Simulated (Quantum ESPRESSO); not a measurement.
Empty bands for a GW run on Si (diamond, space group Fd-3m, No. 227): 149 bands on a 4×4×4 mesh, PBEsol, PseudoDojo standard norm-conserving files, scalar-relativistic, Quantum ESPRESSO. The input, in which only the diagonalization keyword changes:

```
&CONTROL
  calculation = 'nscf'
  pseudo_dir = './pseudo'
  outdir = './out'
/
&SYSTEM
  ibrav = 0
  nat = 2
  ntyp = 1
  ecutwfc = 36.0
  ecutrho = 144.0
  occupations = 'fixed'
  force_symmorphic = .true.
  nbnd = 149
/
&ELECTRONS
  conv_thr = 2e-09
  diago_full_acc = .true.
  diago_thr_init = 1e-08
  diagonalization = 'david'
/
ATOMIC_SPECIES
Si 28.0850 Si.upf
CELL_PARAMETERS angstrom
  0.000000000000   2.716140823000   2.716140823000
  2.716140823000   0.000000000000   2.716140823000
  2.716140823000   2.716140823000   0.000000000000
ATOMIC_POSITIONS crystal
Si   0.750000000000   0.750000000000   0.750000000000
Si   0.500000000000   0.500000000000   0.500000000000
K_POINTS automatic
4 4 4 0 0 0
```

| diagonalization | mean iterations per k point | rough time | largest change of an eigenvalue (eV) |
|---|---|---|---|
| david | 14 | 1 | – |
| cg | 39 | about 2× | 4e-07 |
| paro | 13 | within a factor of two | 5e-09 |

An iteration means different work in each solver, so the counts don't rank them. Times are rough ratios from shared machines.

Geometry relaxed with PBEsol.
